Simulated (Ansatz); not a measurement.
# Notes on In3Pd5

```
CELL_PARAMETERS angstrom
10.99377 0.00000 0.00000
0.00000 5.58667 0.00000
0.00000 0.00000 4.22891
ATOMIC_POSITIONS crystal
Pd 0.23000 0.09000 0.00000
Pd 0.77000 0.91000 0.00000
Pd 0.73000 0.41000 0.00000
Pd 0.27000 0.59000 0.00000
In 0.15000 0.34000 0.50000
In 0.85000 0.66000 0.50000
In 0.65000 0.16000 0.50000
In 0.35000 0.84000 0.50000
Pd 0.00000 0.50000 0.00000
Pd 0.50000 0.00000 0.00000
Pd 0.39000 0.32000 0.50000
Pd 0.61000 0.68000 0.50000
Pd 0.89000 0.18000 0.50000
Pd 0.11000 0.82000 0.50000
In 0.00000 0.00000 0.00000
In 0.50000 0.50000 0.00000
```

Method: r2SCAN, no spin polarisation; PAW, plane waves to 500 eV, 3×6×8 Γ-centred mesh, fermi-dirac occupations (width 0.1 eV) (Ansatz 0.2.0), atoms fixed.

(1) Is the cell too large or too small?

(2) Which atom feels the largest force, and which way?

(3) Give the Bader charges.

(4) What do density and ELF say about some of the short contacts?

(5) Metal or insulator?

Origin: a database entry at a rescaled volume.

Answers

(1) The pressure is 6.8 GPa (compression positive), so with the atoms held at these fractions the cell would first expand; the forces are large, so a full relaxation may end otherwise. The principal stresses 5.1, 6.8, 8.5 GPa differ, so its shape would change too.

(2) The largest is on Pd1 (and as large on other atoms): 1.12 eV/Å, components (1.12, -0.02, 0.00). It makes 168° with the line to a nearest neighbour, In15 at 2.58 Å, pointing away from it.

(3) Bader charges in e: In +0.74, Pd -0.48 to -0.41. In the mean In gives up most and Pd takes most.

(4) Pd–In at 2.58 Å: least valence density 0.40 e/Å³ and ELF 0.23 there. Pd–Pd at 2.83 Å: least valence density 0.27 e/Å³ and ELF 0.20 there. Both are smooth PAW fields, read partly inside the augmentation spheres.

(5) It is a metal, with about 5.2 states/eV a cell as the mean within 0.25 eV of the Fermi level, mostly In p (45 %) and Pd d (45 %).
